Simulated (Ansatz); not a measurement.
## Clamped-ion strain scan in Sn

Theory: DFT PBE, scalar-relativistic, plane waves, PAW (Ansatz). Cutoff 420 eV, Γ-centred 12×12×12 k-points, Gaussian smearing of 0.15 eV. No spin polarisation. Energies are free energies at this smearing, counted from the undisturbed cell; pressure is positive in compression.

Reference structure (as given, not relaxed at this level; it stands at 3.2 GPa):

```xyz
2
Lattice="0.0000 3.2456 3.2456 3.2456 0.0000 3.2456 3.2456 3.2456 0.0000" Properties=species:S:1:pos:R:3 pbc="T T T"
Sn    3.2456    3.2456    3.2456
Sn    4.8684    4.8684    4.8684
```

The cell is strained by ε times the Voigt pattern (0, 1, 0, 0, 0, 0) (xx, yy, zz, yz, xz, xy; engineering shear) with fractional coordinates fixed. The cell is metallic on the mesh throughout.

```csv
ε,ΔE (meV/atom)
-0.0200,16.8
-0.0150,12.0
-0.0100,7.6
-0.0050,3.6
0.0000,0.0
0.0050,-3.2
0.0100,-6.1
0.0150,-8.6
0.0175,-9.8
0.0200,-10.8
```

(1) Predict the pressure (GPa) at each point.

Answers

(1)
```
      ε  pressure (GPa)
-0.0200             4.3
-0.0150             4.0
-0.0100             3.7
-0.0050             3.5
 0.0000             3.2
 0.0050             3.0
 0.0100             2.7
 0.0150             2.5
 0.0175             2.4
 0.0200             2.3
```